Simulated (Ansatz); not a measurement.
YSiNi:
```
YSiNi
1.0
    6.87133     0.00000     0.00000
    0.00000     4.14270     0.00000
    0.00000     0.00000     7.15317
Y Si Ni
4 4 4
Direct
  0.49119   0.25000   0.20256
  0.50881   0.75000   0.79744
  0.00881   0.75000   0.70256
  0.99119   0.25000   0.29744
  0.80804   0.25000   0.91200
  0.19196   0.75000   0.08800
  0.69196   0.75000   0.41200
  0.30804   0.25000   0.58800
  0.81443   0.75000   0.08091
  0.18557   0.25000   0.91909
  0.68557   0.25000   0.58091
  0.31443   0.75000   0.41909
```

Relaxed with r²SCAN. Special points in fractions of this cell's reciprocal vectors: Γ (0.000, 0.000, 0.000); X (0.500, 0.000, 0.000); S (0.500, 0.500, 0.000); Y (0.000, 0.500, 0.000); Z (0.000, 0.000, 0.500); U (0.500, 0.000, 0.500); R (0.500, 0.500, 0.500); T (0.000, 0.500, 0.500).

Task: List the band energies nearest the Fermi level at these points for r²SCAN in the plane-wave PAW code Ansatz.

Result: In eV from the Fermi level; about four levels below and three above (degenerate sets whole), none deeper than 8.9 eV; points with the same levels are listed once.

```csv
k,below,above
Γ,-0.89 -0.79 -0.67 -0.57,0.06 0.70 0.99
X,-1.23 -1.23 -1.01 -1.01,0.31 0.31 0.67 0.67
S,-0.19 -0.19 -0.19 -0.19,1.02 1.02 1.02 1.02
Y,-0.53 -0.53 -0.36 -0.36,1.45 1.45 1.72 1.72
Z,-0.39 -0.39 -0.01 -0.01,0.38 0.38 0.91 0.91
U,-0.98 -0.98 -0.68 -0.68,0.29 0.29 0.74 0.74
R,-0.14 -0.14 -0.14 -0.14,1.13 1.13 1.13 1.13
T,-0.63 -0.63 -0.49 -0.49,0.82 0.82 1.86 1.86
```

Space group Pnma. The workflow started from a Materials Project entry (that database holds measured and hypothetical structures alike); the Crystallography Open Database copy checked does not list it. With Si and Ni taken as one species the cell has the higher symmetry Imma, so it may be an ordered model of a mixed-site phase. Its standing as an ambient phase is unchecked. Symmetry was held in the r²SCAN relaxation; whether a distortion lowers the energy is not shown. The run is not spin-polarised. Scalar-relativistic: spin–orbit coupling is off unless named, which matters more the heavier the elements.

Potentials: the earlier of the program's two PAW sets.
